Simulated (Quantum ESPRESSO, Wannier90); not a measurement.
# Cu (fcc (Cu type)): Wannier90 run

```
Cu
1.0
    0.00000     1.78872     1.78872
    1.78872     0.00000     1.78872
    1.78872     1.78872     0.00000
Cu
1
Direct
  0.00000   0.00000   0.00000
```

Cell from Materials Project (mp-30), symmetrised, no further relaxation. This is the element's usual structure. Method: LDA plane waves in Quantum ESPRESSO 7.5 (PseudoDojo norm-conserving files, 74 Ry, no spin polarisation, no spin-orbit coupling), Bloch states on a 12×12×12 mesh through Γ, Wannier90 4.0.1. Density: 20×20×20 mesh, cold smearing 0.01 Ry.

Functional, cutoff and mesh named above are those of the base row (12×12×12); the first column says what each row takes instead. Model: 9 functions from bands 5-21, start hydrogen-like Cu: s;p;d, centres 0.05 Å off the atoms, frozen window tied to the conduction edge or Fermi level of each row, as listed, which moves Ω_I and hoppings a little by itself. Energies are relative to the Fermi level; the misfit is to pw.x on a path, for states up to 1.0 eV relative to the Fermi level. Only the mesh of Bloch states changes. The disentangled Ω_I can sit in another minimum from row to row.

```csv
mesh,frozen to (eV),Ω_I (Å²),rms misfit (meV),k-points (cost),rough cost of nscf and overlaps (first row = 1)
5×5×5,1.50,4.22,49,125,1.0
6×6×6,1.50,4.37,15,216,1.5
8×8×8,1.50,4.48,10,512,3
10×10×10,1.50,4.59,5.6,1000,5
12×12×12,1.50,4.64,2.8,1728,9
```
